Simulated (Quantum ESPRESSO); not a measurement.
## PSi2BC4 (finding a planted mistake in a log)

Simulated, not a measurement. The program is pw.x of Quantum ESPRESSO 7.5 (plane-wave density functional theory). The cell is made up: 8 atoms on a zincblende/diamond lattice, with randomly drawn elements, strain and displacements, not relaxed. PseudoDojo standard norm-conserving files (v0.5 for PBE, v0.4.1 for LDA and PBEsol) set the functional; there is no spin polarisation, spin-orbit coupling or dispersion term, and the masses in the input are unused placeholders.

Intended input:

```
&control calculation='scf', pseudo_dir='./dojo.nc.sr.pbe.v0_5.standard.upf', outdir='./o', disk_io='medium', tprnfor=.true., tstress=.true. /
&system ibrav=0, nat=8, ntyp=4, nbnd=22, ecutwfc=82.02448710, nosym=.true., tot_charge=0,
 occupations='smearing', smearing='fd', degauss=0.0018374661
/
&electrons conv_thr=7.350e-09, electron_maxstep=60, /
ATOMIC_SPECIES
B 1.0 B.upf
C 1.0 C.upf
P 1.0 P.upf
Si 1.0 Si.upf
CELL_PARAMETERS angstrom
4.3243 -0.029 -0.0079
-0.029 4.2939 0.0375
-0.0079 0.0375 4.3318
ATOMIC_POSITIONS angstrom
P 0.0678 0.0334 -0.1123
Si 0.0159 2.1808 2.0766
Si 2.1459 -0.0157 2.1343
B 2.1916 2.0852 -0.1149
C 1.1158 1.0245 1.011
C 1.0706 3.22 3.4961
C 3.429 1.1316 3.371
C 3.1839 3.1357 1.1063
K_POINTS automatic
4 4 4 1 1 1
```

The log is shortened where brackets say so; the opening notice, blank lines, dates and the lines on written files are dropped, and the path of the files is cut. It prints rydbergs, bohrs and kilobars, and counts compression as positive stress.

Log of the intended run:

```
     Program PWSCF v.7.5
     Parallel version (MPI & OpenMP), running on       1 processor cores
     Number of MPI processes:                 1
     Threads/MPI process:                     1
     [start-up lines left out]
     bravais-lattice index     =            0
     lattice parameter (alat)  =       8.1719  a.u.
     unit-cell volume          =     542.7238 (a.u.)^3
     number of atoms/cell      =            8
     number of atomic types    =            4
     number of electrons       =        32.00
     number of Kohn-Sham states=           22
     kinetic-energy cutoff     =      82.0245  Ry
     charge density cutoff     =     328.0979  Ry
     scf convergence threshold =      7.3E-09
     mixing beta               =       0.7000
     number of iterations used =            8  plain     mixing
     Exchange-correlation= PBE
                           (   1   4   3   4   0   0   0)
     [axes and pseudopotential details left out]
   Cartesian axes
     site n.     atom                  positions (alat units)
         1        P      tau(   1) = (   0.0156785   0.0077236  -0.0259689  )
         2        Si     tau(   2) = (   0.0036768   0.5043007   0.4802049  )
         3        Si     tau(   3) = (   0.4962302  -0.0036306   0.4935477  )
         4        B      tau(   4) = (   0.5067981   0.4821936  -0.0265701  )
         5        C      tau(   5) = (   0.2580240   0.2369112   0.2337894  )
         6        C      tau(   6) = (   0.2475717   0.7446112   0.8084581  )
         7        C      tau(   7) = (   0.7929416   0.2616777   0.7795293  )
         8        C      tau(   8) = (   0.7362632   0.7251172   0.2558271  )
     number of k points=    32  Fermi-Dirac smearing, width (Ry)=  0.0018
                       cart. coord. in units 2pi/alat
        k(    1) = (   0.1260721   0.1256572   0.1239287), wk =   0.0625000
        k(    2) = (   0.1265135   0.1234804   0.3735215), wk =   0.0625000
     [further k points left out]
     Dense  grid:    54523 G-vectors     FFT dimensions: (  48,  48,  48)
     Estimated max dynamical RAM per process >      62.38 MB
     Initial potential from superposition of free atoms
     starting charge      31.9982, renormalised to      32.0000
     Starting wfcs are   32 randomized atomic wfcs
     total cpu time spent up to now is        4.5 secs
     per-process dynamical memory:    48.8 Mb
     Self-consistent Calculation
     iteration #  1     ecut=    82.02 Ry     beta= 0.70
     Davidson diagonalization with overlap
     ethr =  1.00E-02,  avg # of iterations =  3.4
     total cpu time spent up to now is       13.3 secs
     total energy              =     -84.22626871 Ry
     estimated scf accuracy    <       1.35407828 Ry
     iteration #  2     ecut=    82.02 Ry     beta= 0.70
     Davidson diagonalization with overlap
     ethr =  4.23E-03,  avg # of iterations =  2.0
     total cpu time spent up to now is       19.9 secs
     total energy              =     -84.63219096 Ry
     estimated scf accuracy    <       0.58362710 Ry
     [iterations 3 to 9 left out]
     iteration # 10     ecut=    82.02 Ry     beta= 0.70
     Davidson diagonalization with overlap
     ethr =  2.49E-10,  avg # of iterations =  3.8
     total cpu time spent up to now is       79.1 secs
     total energy              =     -84.72417912 Ry
     estimated scf accuracy    <       0.00000002 Ry
     iteration # 11     ecut=    82.02 Ry     beta= 0.70
     Davidson diagonalization with overlap
     ethr =  6.27E-11,  avg # of iterations =  2.0
     total cpu time spent up to now is       85.4 secs
     End of self-consistent calculation
     [lines on levels left out]
!    total energy              =     -84.72417912 Ry
     estimated scf accuracy    <          1.5E-09 Ry
     smearing contrib. (-TS)   =      -0.00000000 Ry
     internal energy E=F+TS    =     -84.72417912 Ry
     The total energy is F=E-TS. E is the sum of the following terms:
     one-electron contribution =      20.35059704 Ry
     hartree contribution      =       9.51603060 Ry
     xc contribution           =     -30.00922877 Ry
     ewald contribution        =     -84.58157800 Ry
     convergence has been achieved in  11 iterations
     Forces acting on atoms (cartesian axes, Ry/au):
     atom    1 type  3   force =    -0.00819859   -0.06633364    0.18241991
     atom    2 type  4   force =     0.04037695   -0.02116451    0.06837956
     atom    3 type  4   force =     0.04939120   -0.01670440    0.04963401
     atom    4 type  1   force =     0.01227682    0.01642847    0.11042347
     atom    5 type  2   force =     0.01735960    0.05409405   -0.02906250
     atom    6 type  2   force =     0.07449049   -0.03982914   -0.16550396
     atom    7 type  2   force =    -0.16814289    0.03354546   -0.12078188
     atom    8 type  2   force =    -0.01755358    0.03996370   -0.09550862
     Total force =     0.394849     Total SCF correction =     0.000033
     Computing stress (Cartesian axis) and pressure
          total   stress  (Ry/bohr**3)                   (kbar)     P=     -108.54
  -0.00084388  -0.00013011   0.00026437         -124.14      -19.14       38.89
  -0.00013011  -0.00057268  -0.00038710          -19.14      -84.24      -56.94
   0.00026437  -0.00038710  -0.00079686           38.89      -56.94     -117.22
     init_run     :      4.24s CPU      4.42s WALL (       1 calls)
     electrons    :     74.19s CPU     80.86s WALL (       1 calls)
     forces       :      1.17s CPU      1.19s WALL (       1 calls)
     stress       :      4.49s CPU      4.54s WALL (       1 calls)
     [timing details left out]
     PWSCF        :   1m24.20s CPU   1m31.21s WALL
     JOB DONE.
```

A second run was made from an input with one planted mistake. Its log:

```
     Program PWSCF v.7.5
     Parallel version (MPI & OpenMP), running on       1 processor cores
     Number of MPI processes:                 1
     Threads/MPI process:                     1
     [start-up lines left out]
     bravais-lattice index     =            0
     lattice parameter (alat)  =       8.1719  a.u.
     unit-cell volume          =     542.7238 (a.u.)^3
     number of atoms/cell      =            8
     number of atomic types    =            4
     number of electrons       =        32.00
     number of Kohn-Sham states=           22
     kinetic-energy cutoff     =      82.0245  Ry
     charge density cutoff     =     328.0979  Ry
     scf convergence threshold =      2.9E-02
     mixing beta               =       0.7000
     number of iterations used =            8  plain     mixing
     Exchange-correlation= PBE
                           (   1   4   3   4   0   0   0)
     [axes and pseudopotential details left out]
   Cartesian axes
     site n.     atom                  positions (alat units)
         1        P      tau(   1) = (   0.0156785   0.0077236  -0.0259689  )
         2        Si     tau(   2) = (   0.0036768   0.5043007   0.4802049  )
         3        Si     tau(   3) = (   0.4962302  -0.0036306   0.4935477  )
         4        B      tau(   4) = (   0.5067981   0.4821936  -0.0265701  )
         5        C      tau(   5) = (   0.2580240   0.2369112   0.2337894  )
         6        C      tau(   6) = (   0.2475717   0.7446112   0.8084581  )
         7        C      tau(   7) = (   0.7929416   0.2616777   0.7795293  )
         8        C      tau(   8) = (   0.7362632   0.7251172   0.2558271  )
     number of k points=    32  Fermi-Dirac smearing, width (Ry)=  0.0018
                       cart. coord. in units 2pi/alat
        k(    1) = (   0.1260721   0.1256572   0.1239287), wk =   0.0625000
        k(    2) = (   0.1265135   0.1234804   0.3735215), wk =   0.0625000
     [further k points left out]
     Dense  grid:    54523 G-vectors     FFT dimensions: (  48,  48,  48)
     Estimated max dynamical RAM per process >      62.38 MB
     Initial potential from superposition of free atoms
     starting charge      31.9982, renormalised to      32.0000
     Starting wfcs are   32 randomized atomic wfcs
     total cpu time spent up to now is        4.1 secs
     per-process dynamical memory:    48.8 Mb
     Self-consistent Calculation
     iteration #  1     ecut=    82.02 Ry     beta= 0.70
     Davidson diagonalization with overlap
     ethr =  1.00E-02,  avg # of iterations =  3.4
     total cpu time spent up to now is       12.0 secs
     total energy              =     -84.22626871 Ry
     estimated scf accuracy    <       1.35407828 Ry
     iteration #  2     ecut=    82.02 Ry     beta= 0.70
     Davidson diagonalization with overlap
     ethr =  4.23E-03,  avg # of iterations =  2.0
     total cpu time spent up to now is       18.4 secs
     total energy              =     -84.63219096 Ry
     estimated scf accuracy    <       0.58362710 Ry
     iteration #  3     ecut=    82.02 Ry     beta= 0.70
     Davidson diagonalization with overlap
     ethr =  1.82E-03,  avg # of iterations =  2.0
     total cpu time spent up to now is       24.1 secs
     End of self-consistent calculation
     [lines on levels left out]
!    total energy              =     -84.71183917 Ry
     estimated scf accuracy    <       0.01668003 Ry
     smearing contrib. (-TS)   =      -0.00000000 Ry
     internal energy E=F+TS    =     -84.71183917 Ry
     The total energy is F=E-TS. E is the sum of the following terms:
     one-electron contribution =      20.56170012 Ry
     hartree contribution      =       9.22764755 Ry
     xc contribution           =     -29.91960884 Ry
     ewald contribution        =     -84.58157800 Ry
     convergence has been achieved in   3 iterations
     Forces acting on atoms (cartesian axes, Ry/au):
     atom    1 type  3   force =    -0.00865776   -0.06885505    0.18117730
     atom    2 type  4   force =     0.04417590   -0.01919308    0.06803751
     atom    3 type  4   force =     0.05072384   -0.01511572    0.05296655
     atom    4 type  1   force =     0.01220647    0.01730471    0.10892906
     atom    5 type  2   force =     0.02162063    0.06338971   -0.03647091
     atom    6 type  2   force =     0.07960677   -0.05067532   -0.15812848
     atom    7 type  2   force =    -0.16980441    0.04346813   -0.11443679
     atom    8 type  2   force =    -0.02987143    0.02967662   -0.10207424
     Total force =     0.397804     Total SCF correction =     0.103483
     SCF correction compared to forces is large: reduce conv_thr to get better values
     Computing stress (Cartesian axis) and pressure
          total   stress  (Ry/bohr**3)                   (kbar)     P=     -145.68
  -0.00109744  -0.00015671   0.00027433         -161.44      -23.05       40.36
  -0.00015671  -0.00085706  -0.00040474          -23.05     -126.08      -59.54
   0.00027433  -0.00040474  -0.00101653           40.36      -59.54     -149.54
     init_run     :      3.90s CPU      4.03s WALL (       1 calls)
     electrons    :     18.71s CPU     20.03s WALL (       1 calls)
     forces       :      1.04s CPU      1.06s WALL (       1 calls)
     stress       :      4.10s CPU      4.14s WALL (       1 calls)
     [timing details left out]
     PWSCF        :     27.86s CPU     29.43s WALL
     JOB DONE.
```

Question: what was wrong in the second input?

Answer: the self-consistency threshold is too loose. The input lines that differ, file-writing options aside:

```
- &electrons conv_thr=7.350e-09, electron_maxstep=60, /
+ &electrons conv_thr=2.940e-02, electron_maxstep=60, /
```

```
                                            intended run  run with the mistake
                          free energy (eV)     -1152.731             -1152.563
                    smearing term -TS (eV)        0.0000                0.0000
                            pressure (GPa)        -10.85                -14.57
            largest force component (eV/Å)         4.690                 4.658
largest change of a force component (eV/Å)                               0.317
                                iterations            11                     3
```

For scale, a rerun of the intended cell at 1347 eV and a 6 x 6 x 6 mesh moved values by no more than 0.007 eV in energy, 0.07 GPa in stress and 0.007 eV/Å in force.